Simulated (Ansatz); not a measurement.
# In4BiSb3 (ordering on zincblende): the band gap by level of theory

All numbers come from Ansatz. (Calculated; non-magnetic; the phase may be known or hypothetical.)

The cell is In4BiSb3, ordered on the zincblende lattice (P-43m) with 8 atoms a cell; cell and atoms were relaxed with r2SCAN. Space group P-43m (No. 215), cubic; conventional cell a = 6.608 Å, 36.06 Å³ an atom. Sb is surrounded by 4 In at 2.85 Å; In is surrounded by 3 Sb at 2.85 Å and 1 Bi at 2.90 Å; Bi is surrounded by 4 In at 2.90 Å.

Gaps on the r2SCAN cell, each the least over its mesh and the special points:
```
  level  k mesh             gap (eV)  kind  edges  least direct gap (eV)
    PBE   4×4×4                    0     –      –                      –
PBE+SOC   4×4×4  none (overlap 0.27)     –      –                      –
 r2SCAN   4×4×4                    0     –      –                      –
```
All runs use a smearing of 0.02 eV.
Wave cutoffs: 420 eV, 500 eV (r2SCAN).

r2SCAN gives a gap of zero: filled and empty bands touch at Γ. PBE+SOC gives no gap: the lowest nominally empty band dips 0.27 eV below the top of the last filled one (its bottom at R, the top at Γ), so the cell is a metal or semimetal at this level. With so small a gap spin-orbit coupling can invert the bands, which the size of the gap doesn't show: the edges may have crossed and parted again.

No level opens a gap, but no hybrid is among them, and semilocal functionals can close a real gap.

Only the levels marked +SOC include spin-orbit coupling.
